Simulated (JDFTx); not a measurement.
Reference run:

| Property | Result |
|---|---|
| surface | Au(110) |
| bulk | Au, Fm-3m, lattice of mp-81 (not re-optimised) |
| slab | 5 atoms in 5 planes, 1x1, 5.9 Å between the outermost planes |
| in-plane cell | 4.171 × 2.950 Å, 12.30 Å² |
| cell height | 21.9 Å |
| sampling | 6×8×1 k mesh, Fermi smearing 0.01 Ha, no spin polarisation |

The reference is PBE, GBRV ultrasoft potentials, plane waves to 20/100 Ha; code: JDFTx (a modified build). Unrelaxed; liquid: linear PCM (GLSSA13), water, 1 M NaF. SHE scale: U = −μ/e − 4.44 V, by convention. LDA and PBEsol take their own potentials, PW91 and RPBE those of PBE; the lattice is kept.

```json
[
 {"functional": "LDA", "work function (eV)": "5.43", "U_pzc (V)": "0.83", "mean C above U_pzc (μF/cm²)": "15 over 0.5 V", "k states × plane waves": "20 × 7769", "cycles, vacuum run": "19", "rough core time, vacuum run": "4 min"},
 {"functional": "PBE", "work function (eV)": "5.02", "U_pzc (V)": "0.40", "mean C above U_pzc (μF/cm²)": "15 over 0.5 V", "k states × plane waves": "20 × 7769", "cycles, vacuum run": "19", "rough core time, vacuum run": "4 min"},
 {"functional": "PBEsol", "work function (eV)": "5.13", "U_pzc (V)": "0.53", "mean C above U_pzc (μF/cm²)": "15 over 0.5 V", "k states × plane waves": "20 × 7769", "cycles, vacuum run": "20", "rough core time, vacuum run": "4 min"},
 {"functional": "PW91", "work function (eV)": "(withheld)", "U_pzc (V)": "(withheld)", "mean C above U_pzc (μF/cm²)": "15 over 0.5 V", "k states × plane waves": "20 × 7769", "cycles, vacuum run": "19", "rough core time, vacuum run": "4 min"},
 {"functional": "RPBE", "work function (eV)": "4.85", "U_pzc (V)": "0.21", "mean C above U_pzc (μF/cm²)": "15 over 0.5 V", "k states × plane waves": "20 × 7769", "cycles, vacuum run": "19", "rough core time, vacuum run": "4 min"}
]
```

**Question.** Complete the blanks.

**Answer.** 
- PW91, work function (eV): 5.08
- PW91, U_pzc (V): 0.46

The times are rough (shared hosts); only ratios past two mean anything.
